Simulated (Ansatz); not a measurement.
Data:

NaCl:
Space group Pm-3m (No. 221); a = b = c = 3.447 Å, α = β = γ = 90.00°

```tsv
atom	site	symmetry	x	y	z
Na	1a	m-3m	0.0000	0.0000	0.0000
Cl	1b	m-3m	0.5000	0.5000	0.5000
```

This is the PBEsol-relaxed structure.

Question: All from the program Ansatz at the PBEsol level (PAW), unless another level is named. Predict the bulk modulus (Birch–Murnaghan fit).

Answer: 28.6 GPa.

Question: And the elastic constants (relaxed ions, GPa)?

Answer: C11 = 81.9, C12 = 2.0, C44 = -0.9.

Question: And the highest zone-centre frequency (without LO–TO term)?

Answer: 98 cm^-1.

This is a known high-pressure phase of the composition, computed here at zero pressure and temperature. The PBEsol relaxation kept the symmetry of its start. At this level the phase is dynamically unstable (imaginary phonons).

Potentials: the earlier of the program's two PAW sets. The files were generated under PBE; for other functionals the program regenerates the frozen cores, and for LDA and PBEsol the local potential too.
